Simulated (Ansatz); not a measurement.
InGaP2:
```
CELL_PARAMETERS angstrom
      2.00688     1.15867     6.58749
     -2.00688     1.15867     6.58749
      0.00000    -2.31734     6.58749
ATOMIC_POSITIONS crystal
  In 0.49940 0.49940 0.49940
  Ga 0.99976 0.99976 0.99976
  P  0.88070 0.88070 0.88070
  P  0.37015 0.37015 0.37015
```

Relaxed with r²SCAN.

Task: Give the Bader charges and basin volumes of the independent atoms, r²SCAN (plane waves, PAW; program Ansatz).

Result: 

| atom | Bader charge (e) | Bader volume (Å³) |
|---|---|---|
| In1 | +0.95 | 20.6 |
| Ga2 | +0.92 | 15.8 |
| P3 | -0.96 | 27.2 |
| P4 | -0.91 | 28.4 |

Space group R3m. The workflow started from a Materials Project entry (that database holds measured and hypothetical structures alike); the Crystallography Open Database copy checked does not list it. With In and Ga taken as one species the cell has the higher symmetry F-43m, so it may be an ordered model of a mixed-site phase. Its standing as an ambient phase is unchecked. The cell was relaxed with r²SCAN under the symmetry of its start; its stability against distortions is not shown here. Scalar-relativistic: spin–orbit coupling is off unless named, which matters more the heavier the elements.

Potentials: the later of the program's two PAW sets.
